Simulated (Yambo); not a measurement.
# Convergence of the G0W0 gap of Rb2WO2F4

G0W0@PBEsol for Rb2WO2F4 (space group C2/m, No. 12) in Yambo. Reference settings: 2×2×2 Γ-centred k mesh, bands 2 to 308 and a 8 Ry block in the screening, 308 bands in G with the Bruneval-Gonze terminator, plasmon pole fitted at 27.2 eV. The PBEsol gap (0, 0, -0.5) → (-0.5, -0.5, -0.5) on this mesh is 2.26 eV; G0W0 gaps are taken between the same points.

```csv
change from the reference,"G0W0 gap (0, 0, -0.5) → (-0.5, -0.5, -0.5) (eV)",shift of the valence edge (eV),rough Yambo cost
reference settings,5.45,-1.32,1
"117 bands in W, 117 bands in G",5.59,-1.18,about 1/3
"199 bands in W, 199 bands in G",5.49,-1.27,within a factor of two
117 bands in G,5.47,-1.30,–
199 bands in G,5.46,-1.32,–
144 bands in W,5.53,-1.24,within a factor of two
2 Ry block,5.85,-1.52,within a factor of two
3 Ry block,5.53,-1.31,within a factor of two
7 Ry block,5.45,-1.30,within a factor of two
pole fitted at 10 eV,5.33,-1.16,–
no random integration,5.33,-1.05,–
"117 bands in G, no terminator",5.58,-0.70,–
"199 bands in G, no terminator",5.54,-0.98,–
no terminator,5.49,-1.14,–
```

The reference isn't shown to be the converged limit. Costs are rough (shared machines), scaled to the same edge states, and given only for runs that recompute the screening.

Without spin-orbit coupling, band edges of such heavy elements can be off by tenths of an eV.

Geometry of the Materials Project entry, not relaxed at this level; primitive cell a = b = 6.155 Å, c = 4.980 Å, α = β = 91.72°, γ = 59.83°.

The structure is a Materials Project entry; no match was found in the copy of COD used, and its stability was not checked.

A shift is the quasiparticle energy of the state minus its PBEsol energy.
